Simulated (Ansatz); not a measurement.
This cell of Bi (A7 type, space group R-3m) is off equilibrium:

```
Bi
1.0
    2.22558     1.28494     3.81424
   -2.22558     1.28494     3.81424
    0.00000    -2.56988     3.81424
Bi
2
Direct
  0.23962   0.23962   0.23962
  0.76038   0.76038   0.76038
```

All values below come from PBE-D3(BJ) (plane waves to 420 eV, PAW, scalar-relativistic; Ansatz, a first-principles code). k mesh 13×13×13 (Γ-centred), Fermi-Dirac smearing 0.05 eV. Energies are smeared free energies. Compression counts positive. Bi was relaxed with its symmetry unable to fall. Spin-orbit coupling is left out, though Bi is heavy.

Problem. What is the stress tensor (GPa)?

Solution. 
```
    2.8      0.0      0.0
    0.0      2.8      0.0
    0.0      0.0      2.2
```
The pressure, a third of the trace, is 2.6 GPa.

Problem. It is the relaxed cell scaled evenly to V/V₀ = 0.947, atoms relaxed where free. What is its energy relative to the relaxed cell?

Solution. 14 meV/atom.

(A scan under strain: stresses follow from slopes of the energy per volume, elastic moduli from its curvatures.)
